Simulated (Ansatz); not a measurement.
C:
Space group Pnma (No. 62); a = 9.053 Å, b = 2.516 Å, c = 4.141 Å, α = β = γ = 90.00°

```
atom  site  symmetry       x       y       z
----  ----  --------  ------  ------  ------
C       4c       .m.  0.1895  0.7500  0.3001
C       4c       .m.  0.0206  0.7500  0.4084
C       4c       .m.  0.1950  0.2500  0.0746
C       4c       .m.  0.0366  0.2500  0.9314
```

Relaxed at zero pressure with DFT-r²SCAN in the program Ansatz with PAW potentials.

### Question
The volume is lowered by 9 % and shape and atoms relax at that volume. What pressure results, and how do the axes share the change?

### Answer
46.5 GPa; a -3.5 %, b -3.1 %, c -2.7 %; the energy rises by 72 meV/atom.

### Question
Give the new structure.

### Answer

Space group Pnma (No. 62); a = 8.7359 Å, b = 2.4391 Å, c = 4.0280 Å, α = β = γ = 90.00°

```csv
atom,site,symmetry,x,y,z
C,4c,.m.,0.1897,0.7500,0.3035
C,4c,.m.,0.0204,0.7500,0.4089
C,4c,.m.,0.1964,0.2500,0.0786
C,4c,.m.,0.0377,0.2500,0.9315
```

The phase is kept; no other phase was compared at this pressure.

The start of the workflow was typed in or built on a structure type; neither database checked (COD, Materials Project) lists it. It is not the phase usual at ambient conditions (space group No. 194, 227). The cell was relaxed with r²SCAN under the symmetry of its start; whether a distortion lowers the energy is not shown.

Potentials: the earlier of the program's two PAW sets.
